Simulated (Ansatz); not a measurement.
## Slab of hcp Co (10-10), 6 layers

The slab is cut from the hcp crystal, the stable phase, as relaxed on PAW files (10.38 Å³/atom), with 16 Å of vacuum and a dipole correction:

```
Co
1.0
     2.45640    0.00000    0.00000
     0.00000    3.97209    0.00000
     0.00000    0.00000   20.96370
Co
6
Direct
  0.75000 0.75000 0.38161
  0.25000 0.25000 0.41544
  0.25000 0.75000 0.48309
  0.75000 0.25000 0.51691
  0.75000 0.75000 0.58456
  0.25000 0.25000 0.61839
```

Level of theory: DFT with PBEsol, scalar-relativistic, in Ansatz 0.2.0; a Γ-centred 15×9×1 k mesh, Fermi–Dirac smearing of 0.1 eV, spin-polarised from start moments Co1 1.7, Co2 1.7, Co3 1.7, Co4 1.7, Co5 1.7, Co6 1.7 μB. LAPW: all electrons, basis error target 1 meV/atom; PAW: frozen-core files, cutoff 420 eV.

The bulk energy comes from a cell in the slab's orientation on a 15×9×9 mesh. The surface energy is (E(slab) − N·E(bulk))/2A at zero smearing, the mean of both faces; thin slabs carry quantum-size effects.

Other magnetic orders may lie lower. The PAW files were made under PBE.

Task: As cut, the LAPW slab lies 3.359 eV above 6 atoms of bulk. What surface energy is that?

Result: Over two faces of 9.76 Å² it is 172.1 meV/Å², and times 16.02 J/m² per eV/Å² that gives γ = 2.757 J/m².

```tsv
method	γ as cut (J/m²)	γ relaxed (J/m²)	Φ as cut (eV)	Φ relaxed (eV)
LAPW	2.757	2.718	4.79	4.86
PAW	2.759	2.720	4.79	4.87
```

Task: How do the spacings between the planes relax?

Result: From the bottom face up: d12 -15.1 % of 0.709 Å, d23 +2.3 % of 1.418 Å, d34 -3.4 % of 0.709 Å, d45 +2.3 % of 1.418 Å, d56 -15.1 % of 0.709 Å.

Task: How do the moments vary through the slab?

Result: Co1 1.81, Co2 1.68, Co3 1.69, Co4 1.69, Co5 1.68, Co6 1.81 μB in the LAPW spheres; the bulk has Co 1.62 μB.

Task: What changes if the images along the normal are cut off in place of the dipole correction?

Result: LAPW then gives: no gap, work function 4.86 eV; PAW: no gap, work function 4.87 eV.
